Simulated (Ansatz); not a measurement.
A plane-wave DFT run in Ansatz 0.2.0 (scalar-relativistic PAW potentials unless the input names others): input and command.

```yaml
crystal:
  lattice:
    - [1.7493681869, 1.0099981936, 3.0456553624]
    - [-1.7493681869, 1.0099981936, 3.0456553624]
    - [0.0, -2.0199963872, 3.0456553624]
  atoms:
    - { symbol: P, position: [0.22708025, 0.22708025, 0.22708025] }
    - { symbol: P, position: [0.77291975, 0.77291975, 0.77291975] }
basis:
  ecutwfc: "18.4 Ry"
kpoints:
  mp_grid: { grid: [18, 18, 18] }
hamiltonian:
  xc: pbesol
scf:
  occupations: { method: tetrahedron }
output:
  forces: true
  eigenvalues: true
  stress: true
```

```bash
ansatz run input.yaml --threads 1 --pin off --max-ram 2560MiB --backend cpu --events-out ev --progress --plain --runs-dir out
```

Abridged log:
```
Warning: output.forces, output.stress, relax.cell or npt_langevin: where a Kohn–Sham band that disperses or a degenerate level is filled in part under the method tetrahedron, the forces or the stress that this run publishes need not agree with its energy (scf.occupations.method in the input reference, under Limitations); prefer a smearing scheme for the forces or the stress
Warning: basis.ecutwfc = 250.34475346 eV is below the records' recommended 420 eV, and the density's cutoff is lower with it unless basis.ecutrho_ratio is high enough to keep the records' density cutoff: compare with a run at a higher cutoff
Basis set: ecut = 250.34475346 eV, 295 PW (Γ), exchange–correlation on 40×40×40 points (8 copies of the dense FFT grid, shifted against one another)
Bands: 9, of which v1, the nominal top of the filled ones, is band 5 counted from 1 (4 counted from 0)
Symmetry: 12 space group operations
k-points: 580 of 5832
SCF iter   1: F=—  HF=-1479.734302 eV  |F-HF|=—  |Δ(HF+E_count)|=         —  Δρ=5.47e-3  dr2=5.07e-3  ethr=1.77e-3  ⟨swp⟩=6.5  Hψ=45277  notcnv=0
SCF iter   2: F=—  HF=-1479.734450 eV  |F-HF|=—  |Δ(HF+E_count)|=   1.48e-4  Δρ=2.94e-3  dr2=1.52e-3  ethr=5.07e-5  ⟨swp⟩=2.0  Hψ=12876  notcnv=0
SCF iter   3: F=—  HF=-1479.734575 eV  |F-HF|=—  |Δ(HF+E_count)|=   1.25e-4  Δρ=2.31e-4  dr2=2.91e-5  ethr=1.52e-5  ⟨swp⟩=3.0  Hψ=10412  notcnv=0
SCF iter   4: F=—  HF=-1479.734580 eV  |F-HF|=—  |Δ(HF+E_count)|=   5.13e-6  Δρ=8.18e-5  dr2=4.78e-7  ethr=2.91e-7  ⟨swp⟩=3.3  Hψ=11660  notcnv=0
SCF iter   5: F=-1479.734581 eV  HF=-1479.734581 eV  |F-HF|=4.40e-8  |Δ(HF+E_count)|=   3.81e-7  Δρ=1.34e-5  dr2=6.65e-8  ethr=1.00e-9  ⟨swp⟩=5.2  Hψ=18379  notcnv=0
SCF 1 converged in 5 iterations: F = -1479.734581 eV  dr2 = 6.65e-8
SCF converged after 5 iterations
Stability not checked: this state was not tested for a lower state beside it, because cold or Methfessel-Paxton smearing, or corrected tetrahedra, fill the levels in a way that the test cannot read (fill_not_monotonic; see scf.lower_state_search)
Free energy (F): -1479.734581 eV
Harris-Foulkes:  -1479.734581 eV  (|F-HF|=4.40e-8)
Internal energy: -1479.734579 eV  (E = F + TS)
E sigma→0 (E₀):  -1479.734581 eV
Entropy (-TS):   -0.000001 eV (-0.001 meV/atom)
Fermi energy:    10.089731 eV
--- Forces (eV/Å), atoms counted from 1 ---
  atom   1  P      0.00000000     0.00000000     0.38898966
  atom   2  P      0.00000000     0.00000000    -0.38898966
--- Stress (GPa, compression-positive) ---
       -3.560113       0.000000       0.000000
        0.000000      -3.560113       0.000000
        0.000000       0.000000      -1.503907
  P = ⅓ Tr σ = -2.8747 GPa (-28.747 kbar)
```

Apart from outputs and empty bands, the input differs from a reference run on usual settings in scf.occupations.width: 0.15 → not typed; scf.occupations.method: "gaussian" → "tetrahedron"; basis.ecutwfc: 650.0 → "18.4 Ry". The reference, at the same geometry (not necessarily relaxed), gave pressure -2.64 GPa, largest force 0.424 eV/Å, no gap on the mesh. This run converged in 5 SCF iterations (reference: 6) with an energy at zero smearing 190 meV/atom above the reference's, pressure -2.87 GPa, largest force 0.389 eV/Å, no gap on the mesh. Its cutoff is looser than usual, and the result moved.

Time: 8 s on 1 thread of Intel(R) Xeon(R) Processor @ 2.70GHz, on a shared host, peak memory 0.37 GiB.